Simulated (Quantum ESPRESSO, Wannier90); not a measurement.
Wannier functions of CsGeBr3 (R3m)

Cell from Materials Project (mp-1068340), symmetrised, no further relaxation. Not found in the COD (Crystallography Open Database) copy used; not checked further. Method: PBEsol plane waves in Quantum ESPRESSO 7.5 (PseudoDojo norm-conserving files, 63 Ry, spinors with spin-orbit coupling), Bloch states on a 4×4×4 mesh through Γ, Wannier90 4.0.1. Density: 6×6×6 mesh, cold smearing 0.01 Ry.

```
begin unit_cell_cart
ang
    3.9692851538    2.2916678520    3.3349700000
   -3.9692851538    2.2916678520    3.3349700000
    0.0000000000   -4.5833357041    3.3349700000
end unit_cell_cart
mp_grid = 4 4 4
```

Problem. Which shells of neighbouring k-points and which b-vectors and weights does Wannier90 pick for this cell and mesh?

Solution. 
```
 *---------------------------------- K-MESH ----------------------------------*
 +----------------------------------------------------------------------------+
 |                    Distance to Nearest-Neighbour Shells                    |
 |                    ------------------------------------                    |
 |          Shell             Distance (Ang^-1)          Multiplicity         |
 |          -----             -----------------          ------------         |
 |             1                   0.277223                      6            |
 |             2                   0.388332                      6            |
 |             3                   0.395738                      6            |
 |             4                   0.471008                      2            |
 |             5                   0.483178                      6            |
 |             6                   0.554446                      6            |
 |             7                   0.615188                     12            |
 |             8                   0.624555                     12            |
       ... (lines left out)
 +----------------------------------------------------------------------------+
 | The b-vectors are chosen automatically                                     |
 | The following shells are used:                       1,  2                 |
 +----------------------------------------------------------------------------+
 |                        Shell   # Nearest-Neighbours                        |
 |                        -----   --------------------                        |
 |                          1               6                                 |
 |                          2               6                                 |
 +----------------------------------------------------------------------------+
 | Completeness relation is fully satisfied [Eq. (B1), PRB 56, 12847 (1997)]  |
 +----------------------------------------------------------------------------+
 |                  b_k Vectors (Ang^-1) and Weights (Ang^2)                  |
 |                  ----------------------------------------                  |
 |            No.         b_k(x)      b_k(y)      b_k(z)        w_b           |
 |            ---        --------------------------------     --------        |
 |             1         0.000000   -0.228479    0.157003     6.260009        |
 |             2        -0.197869    0.114240    0.157003     6.260009        |
 |             3         0.197869    0.114240    0.157003     6.260009        |
 |             4         0.000000    0.228479   -0.157003     6.260009        |
 |             5         0.197869   -0.114240   -0.157003     6.260009        |
 |             6        -0.197869   -0.114240   -0.157003     6.260009        |
 |             7        -0.197869   -0.114240    0.314005     0.125343        |
 |             8         0.197869   -0.114240    0.314005     0.125343        |
 |             9         0.000000    0.228479    0.314005     0.125343        |
 |            10         0.197869    0.114240   -0.314005     0.125343        |
 |            11        -0.197869    0.114240   -0.314005     0.125343        |
 |            12         0.000000   -0.228479   -0.314005     0.125343        |
```
